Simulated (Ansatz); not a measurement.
**CdTe: from a starting cell to a relaxed one**

The start is a relaxed CdTe cell deformed by the Cartesian strain tensor (xx, yy, zz, yz, xz, xy) = (0.025, -0.068, 0.001, 0.023, -0.052, 0.071). The cell and all atomic positions are relaxed at zero pressure with r2SCAN (plane waves to 500 eV, PAW, scalar-relativistic; Ansatz, an electronic-structure program). The first steps use a coarse 6×7×6 k-mesh.

Starting cell:
```
CELL_PARAMETERS angstrom
      0.06065     3.13100     3.35722
      3.18838     0.30818     3.10969
      3.59327     3.28837    -0.09672
ATOMIC_POSITIONS crystal
  Te 0.75000 0.75000 0.75000
  Cd 0.00000 0.00000 0.00000
```

| Item | Value |
|---|---|
| Volume change | +5.6 %, from 33.41 to 35.26 Å³/atom |
| Shortest distances (start → end) | The closest pairs of elements (up to four, under 3.6 Å), start → end: Cd–Te 2.52 → 2.84 Å |
| Optimiser moves | 7 |

Final structure:

Space group F-43m (No. 216); a = 6.559 Å, b = 6.559 Å, c = 6.559 Å, α = 90.00°, β = 90.00°, γ = 90.00°

```json
[
 {"atom": "Te", "site": "4a", "symmetry": "-43m", "x": "0.0000", "y": "0.0000", "z": "0.0000"},
 {"atom": "Cd", "site": "4d", "symmetry": "-43m", "x": "0.7500", "y": "0.7500", "z": "0.7500"}
]
```
(The calculation used a cell of 2 atoms; values per cell refer to that cell.)

Final values are on a 9×9×9 k-mesh of the relaxed cell. No spin polarisation in the result.
